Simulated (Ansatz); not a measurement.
Here is the system:

Sc (hcp (Mg type), P6_3/mmc), a = b = 3.2772 Å, c = 5.0821 Å, α = β = 90.00°, γ = 120.00°.

This is the PBEsol-relaxed structure.

Question: All from plane-wave PAW PBEsol (Ansatz code), unless another level is named. Estimate the Poisson's ratio.

Answer: 0.25.

Question: Next, the highest zone-centre frequency?

Answer: 232 cm⁻¹.

Symmetry was held in the PBEsol relaxation; of distortions, only those at the zone centre were tested. The workflow began spin-polarised and lost its moments. As this level gives no gap, phonon frequencies hold no LO–TO term and depend on the k-mesh and smearing (Fermi–Dirac, 0.1 eV here). Axis ratios of metals converge slowly with the k-mesh, so a and c are less sure than the volume.

Potentials: the earlier of the program's two PAW sets.
